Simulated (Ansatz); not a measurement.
Here is an unrelaxed guess for Al2B2As.

```cif
data_structure
_symmetry_space_group_name_H-M 'P4/mmm'
_symmetry_Int_Tables_number 123
_cell_length_a 3.3386
_cell_length_b 3.3386
_cell_length_c 6.7304
_cell_angle_alpha 90.000
_cell_angle_beta 90.000
_cell_angle_gamma 90.000
_cell_volume 75.02
loop_
_atom_site_label
_atom_site_type_symbol
_atom_site_symmetry_multiplicity
_atom_site_Wyckoff_symbol
_atom_site_fract_x
_atom_site_fract_y
_atom_site_fract_z
_atom_site_occupancy
Al1 Al 1 a 0.00000 0.00000 0.00000 1
Al2 Al 1 d 0.50000 0.50000 0.50000 1
B1 B 2 h 0.50000 0.50000 0.77364 1
As1 As 1 b 0.00000 0.00000 0.50000 1
```

Method: DFT PBE, scalar-relativistic, plane waves, PAW (Ansatz). Cutoff 420 eV; k points 6×6×4 on the computed 5-atom cell (Γ-centred); Gaussian smearing, width 0.10 eV; no spin polarisation.

Formation energies are uncorrected and refer to the elements' standard structures at the same level.

Question: How far from equilibrium is it?

Answer: The pressure is 12.3 GPa (the mean over three directions, positive in compression), the largest force is 5.84 eV/Å, and the energy is +1.61 eV/atom against the elements. The shortest distance is 1.84 Å.

Question: How much does it gain on relaxing, and where does it end?

Answer: Relaxing gains about 1.1 eV/atom (the start's value is from the coarse mesh, so the gain is rough) in 14 ionic steps and ends at +0.52 eV/atom on the finer mesh. The symmetry stays P4/mmm (No. 123). The volume per atom shrinks by 3.2 %, from 15.0 to 14.5 Å³. The shortest distance goes from 1.84 Å (Al–B) to 1.53 Å (B–B). The ratio c/a of the conventional cell changes by a factor of 0.81. Conventional cell: a = 3.549 Å, c = 5.767 Å. Around Al on its first site lie 8 B at 2.62 Å and 2 As at 2.88 Å; B has 1 B at 1.53 Å, 1 Al at 2.12 Å and 4 Al at 2.62 Å; As is surrounded by 4 Al at 2.51 Å and 2 Al at 2.88 Å; 1 more site not described.

The last run used a 10×10×8 mesh (in the run's order of axes) for its 5-atom cell and Gaussian smearing of 0.10 eV. The cell is a metal run without spin; a magnetic state may lie lower. The reference form of As is held partly by dispersion forces, which this level lacks. The relaxation can't lower the symmetry of the start. Symmetry constrained the relaxation, so the result can be a saddle point. Another cell of Al2B2As relaxed alike, in Cmmm, lies 268 meV/atom lower, so this cell isn't the stable form at this level.
